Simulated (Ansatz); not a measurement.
# ZnS: from a starting cell to a relaxed one

The start is a generated trial cell of ZnS in the AFLOW prototype AB_oI4_44_a_b (as in GaAs). Cell shape, volume and atoms are optimised at zero target pressure with PBE (plane waves to 420 eV, PAW, scalar-relativistic; Ansatz, a first-principles code). The first steps use a coarse 9×9×9 k-mesh.

The start:
```
CELL_PARAMETERS angstrom
     -2.57154     2.64133     1.41462
      2.57154    -2.64133     1.41462
      2.57154     2.64133    -1.41462
ATOMIC_POSITIONS crystal
  Zn 0.00000 0.00000 0.00000
  S  0.57500 0.07500 0.50000
```

Problem. How much energy is released per atom?

Solution. 0.85 eV/atom.

Problem. How does the volume change?

Solution. +4.9 %, from 19.22 to 20.16 Å³/atom.

Problem. How do the shortest distances between atoms change?

Solution. The closest pairs of elements (up to four, under 3.6 Å), start → end: S–Zn 2.65 → 2.36 Å; Zn–Zn 2.83 → 3.85 Å; S–S 2.83 → 3.85 Å.

Final values are on a 10×10×10 k-mesh of the relaxed cell. No spin polarisation in the result.

The run could not lose the symmetry of its start; a randomly shaken copy of 4 atoms returns to this structure.
